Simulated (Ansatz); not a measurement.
The relaxed structure here is a generated cell of TiAl3: the first start was made by placing the elements on the sites of a structure type, and the end was not matched to a known phase here, so it may be hypothetical. Known forms of TiAl3 include space group No. 139.

A relaxed cell of TiAl3 (P6₃22 (No. 182)), relaxed on a k-mesh at least as fine as the one used below. Method: PBE (plane waves to 420 eV, PAW, scalar-relativistic; Ansatz, an electronic-structure program). Γ-centred k-mesh 5×5×11 on the run's cell (coarser than for final values), Fermi–Dirac smearing 0.05 eV.

```xyz
8
Lattice="7.5384 0.0000 0.0000 -3.7692 6.5284 0.0000 0.0000 0.0000 2.8922" Properties=species:S:1:pos:R:3 pbc="T T T"
Al     2.3724     0.0000     0.0000
Al     1.1862     2.0545     1.4461
Al    -1.1862     2.0545     0.0000
Al     5.1660     0.0000     1.4461
Al     2.5830     4.4739     0.0000
Al    -2.5830     4.4739     1.4461
Ti     0.0000     4.3523     0.7231
Ti     3.7692     2.1761     2.1692
```

The atoms are displaced by (Å):

| atom | ux | uy | uz |
|---|---|---|---|
| Al1 | 0.054 | -0.001 | 0.026 |
| Al2 | -0.086 | -0.101 | 0.027 |
| Al3 | 0.011 | 0.073 | 0.019 |
| Al4 | -0.131 | 0.015 | 0.021 |
| Al5 | 0.119 | -0.144 | 0.028 |
| Al6 | 0.115 | -0.034 | -0.087 |
| Ti7 | 0.030 | -0.091 | -0.028 |
| Ti8 | -0.009 | -0.077 | 0.007 |

### Question
What forces (eV/Å) and pressure result?

### Answer
```
atom     Fx     Fy     Fz
----  -----  -----  -----
Al1   -0.09  -0.41   0.13
Al2    0.42  -0.14   0.14
Al3   -0.73  -0.66  -0.18
Al4    0.52  -0.66  -0.18
Al5   -0.57   0.78   0.16
Al6   -0.51  -0.26   0.33
Ti7    1.03   0.65  -0.18
Ti8   -0.06   0.71  -0.24
```

Pressure +1.3 GPa.

The undisplaced cell is probably no minimum: from this displacement the run went on to P2₁/m (No. 11), 0.29 eV/atom below it.

No spin polarisation in the result. A magnetic state may lie lower.
